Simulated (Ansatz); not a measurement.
**Cs₃Y₂I₉: what a change does to the field gradients**

Base: an entry of the Crystallography Open Database (COD), its atoms then relaxed with PBE in this cell.

```
Cs Y I
1.0
     8.40600    0.00000    0.00000
    -4.20300    7.27981    0.00000
     0.00000    0.00000   21.28000
Cs Y I
6 4 18
Direct
  0.00000 0.00000 0.25000
  0.00000 0.00000 0.75000
  0.33333 0.66667 0.06829
  0.66667 0.33333 0.56829
  0.33333 0.66667 0.43171
  0.66667 0.33333 0.93171
  0.66667 0.33333 0.15551
  0.33333 0.66667 0.65551
  0.66667 0.33333 0.34449
  0.33333 0.66667 0.84449
  0.50173 0.00346 0.25000
  0.49827 0.50173 0.75000
  0.99654 0.49827 0.25000
  0.49827 0.99654 0.75000
  0.50173 0.49827 0.25000
  0.00346 0.50173 0.75000
  0.83794 0.67588 0.08397
  0.16206 0.83794 0.58397
  0.32412 0.16206 0.08397
  0.16206 0.32412 0.58397
  0.83794 0.16206 0.08397
  0.67588 0.83794 0.58397
  0.32412 0.16206 0.41603
  0.16206 0.83794 0.91603
  0.83794 0.67588 0.41603
  0.67588 0.83794 0.91603
  0.83794 0.16206 0.41603
  0.16206 0.32412 0.91603
```

Sites (sets of like atoms) are named by element and the number of their first atom in this list.

Computed with Ansatz: DFT, PBE, plane waves and PAW, scalar-relativistic, 420 eV cutoff, Γ-centred 4×4×2 k-points, Fermi–Dirac smearing 0.02 eV.

Problem. Variant: atom 7 (Y) moved by 0.10 Å along (0.100, 0.000, 0.000) Å. What happens to the gradients (10²¹ V/m²)?

Solution. 

```tsv
site	atoms	V_zz base	η base	V_zz variant	η variant
Cs1	1	-1.12	0.00	-1.15	0.59
Cs2	2	-1.12	0.00	-1.12	0.02
Cs3	3	1.76	0.00	1.76	0.50
Y7	7	0.78	0.00	-1.01	0.44
Y8	8	0.78	0.00	0.78	0.00
Y9	9	0.78	0.00	0.83	0.35
I11	11	-14.73	0.67	-14.81	0.67
I13	13	-14.73	0.67	-14.35	0.58
I15	15	-14.73	0.67	-14.92	0.76
I17	17	7.91	0.06	8.12	0.08
I19	19	7.91	0.06	10.59	0.05
I21	21	7.91	0.06	4.85	0.08
I25	25	7.91	0.06	7.92	0.10
I27	27	7.91	0.06	7.82	0.08
```

The largest change of V_zz along a kept axis is on I21, from 7.91 to 4.85. In per cent, |V_zz| changes by 0 to +2 on Cs, 0 to +6 on Y, -39 to +34 on I (all sites that start above 0.5, bar those whose gradient vanishes or changes sign or whose main axis turns by over 40°). Where |V_zz| stays above 0.1 and the axes keep their order, η moves most on Cs1, from 0.00 to 0.59. On Y7 the largest principal value lies along another axis in the second run, so the two V_zz can't be compared directly. The table leaves out 14 of the 28 sites, with |V_zz| up to 14.75; their tensors move by 0.32 at most along any direction. The statements above cover all sites. The number of symmetry-distinct sites goes from 5 to 28.

Without spin–orbit coupling the gradients at and beside I can be off by some per cent, at some sites by more.
For the variant: The atoms aren't relaxed after the move (largest force 0.7 eV/Å).
